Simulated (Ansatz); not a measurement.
The relaxed structure here is a generated cell of ZnAu: the first start was made by placing the elements on the sites of a structure type, and the end was not matched to a known phase here, so it may be hypothetical. Known forms of ZnAu include space group No. 221.

A relaxed cell of ZnAu (Fm-3m (No. 225)), relaxed on a k-mesh at least as fine as the one used below. Calculation: PBEsol (plane waves to 420 eV, PAW, scalar-relativistic; Ansatz, a program for electronic structure). Γ-centred k-mesh 11×11×11 on the run's cell (coarser than for final values), Fermi–Dirac smearing 0.05 eV.

```
CELL_PARAMETERS angstrom
      0.00000     5.18341     5.18341
      2.59171     2.59171     5.18341
      2.59171     2.59171     0.00000
ATOMIC_POSITIONS crystal
  Au 0.00000 0.00000 0.00000
  Au 0.50000 0.00000 0.00000
  Zn 0.00000 0.50000 0.50000
  Zn 0.50000 0.50000 0.50000
```

The atoms are displaced along an unstable phonon of this cell by (Å):

```tsv
atom	ux	uy	uz
Au1	0.000	0.000	-0.127
Au2	0.000	0.000	0.127
Zn3	0.000	0.000	-0.150
Zn4	0.000	0.000	0.150
```

Question: What forces (eV/Å) and pressure result?

Answer: 
| atom | Fx | Fy | Fz |
|---|---|---|---|
| Au1 | 0.00 | 0.00 | -0.34 |
| Au2 | 0.00 | 0.00 | 0.34 |
| Zn3 | 0.00 | 0.00 | -0.11 |
| Zn4 | 0.00 | 0.00 | 0.11 |

Pressure -0.9 GPa.

The undisplaced cell is probably no minimum: from this displacement the run went on to P4/nmm (No. 129), 0.16 eV/atom below it.

No spin polarisation in the result.
